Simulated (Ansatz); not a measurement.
BaTiO₃ (cubic perovskite)

```cif
data_BaO3Ti
_chemical_formula_sum 'Ba1 Ti1 O3'
_space_group_name_H-M_alt 'Pm-3m'
_space_group_IT_number 221
_space_group_name_Hall '-P 4 2 3'
_cell_length_a 4.01946
_cell_length_b 4.01946
_cell_length_c 4.01946
_cell_angle_alpha 90.000
_cell_angle_beta 90.000
_cell_angle_gamma 90.000
loop_
_atom_site_label
_atom_site_type_symbol
_atom_site_symmetry_multiplicity
_atom_site_Wyckoff_symbol
_atom_site_fract_x
_atom_site_fract_y
_atom_site_fract_z
_atom_site_occupancy
Ba1 Ba 1 a 0.00000 0.00000 0.00000 1
Ti1 Ti 1 b 0.50000 0.50000 0.50000 1
O1 O 3 c 0.00000 0.50000 0.50000 1
```

Two coordinates are scanned: the volume, and the ratio of the stretch along z (the conventional c axis) to the stretch across it. Atoms keep their fractional coordinates.

Calculation: PBE (plane waves to 420 eV, PAW, scalar-relativistic; Ansatz, a quantum-chemistry and plane-wave program). k mesh 8×8×8 (Γ-centred), Fermi-Dirac smearing 0.05 eV. Stress and pressure are positive under compression. BaTiO3 is run without spin polarisation. BaTiO3 was relaxed with its symmetry unable to fall. The PAW data are Ansatz's earlier set. This is a high-temperature form of BaTiO3. 

```csv
P (GPa),V/V₀ = 0.960,V/V₀ = 0.980,V/V₀ = 1.000,V/V₀ = 1.020,V/V₀ = 1.040
(c/a)/(c/a)₀ = 0.880,[?],7.6,3.9,0.6,-2.4
(c/a)/(c/a)₀ = 0.940,[?],4.4,0.9,-2.2,-5.0
(c/a)/(c/a)₀ = 1.000,7.3,3.4,0.0,-3.1,-5.8
(c/a)/(c/a)₀ = 1.060,[?],4.3,0.8,-2.3,-5.1
(c/a)/(c/a)₀ = 1.120,10.6,6.6,3.0,-0.3,-3.2
```

**Question.** Complete the blanks.

**Answer.** 
- (c/a)/(c/a)₀ = 0.880, V/V₀ = 0.960: 11.6
- (c/a)/(c/a)₀ = 0.940, V/V₀ = 0.960: 8.3
- (c/a)/(c/a)₀ = 1.060, V/V₀ = 0.960: 8.2

(Under strain, the slope of the energy per volume gives the stress and its curvature an elastic modulus.)
